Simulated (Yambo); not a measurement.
```
WS2
1.0
    3.23999     0.00000     0.00000
   -1.61999     2.80591     0.00000
    0.00000     0.00000    16.10000
S W
2 1
Direct
  0.00000   0.00000   0.90474
  0.00000   0.00000   0.09526
  0.66667   0.33333   0.00000
```

Workflow: norm-conserving PBEsol (Quantum ESPRESSO, 74 Ry, no spin-orbit coupling), then G0W0 in Yambo (6×6×1 Γ-centred k mesh, bands 2 to 131 and a 8 Ry block in the screening, 131 bands in G with the Bruneval-Gonze terminator, plasmon pole fitted at 27.2 eV, slab-truncated Coulomb interaction, stochastic integration of W near q = 0).

Problem. Give the PBEsol and G0W0 gaps between the band edges found on this mesh, and say where the edges lie.

Solution. Edges: Γ → K. PBEsol: 1.28 eV; G0W0: 2.23 eV. Convergence of the G0W0 settings was not tested. Spin-orbit coupling is left out, which matters for elements this heavy: edges can move by tenths of an eV.

Geometry strained from the cell relaxed with PBEsol, atoms relaxed again.
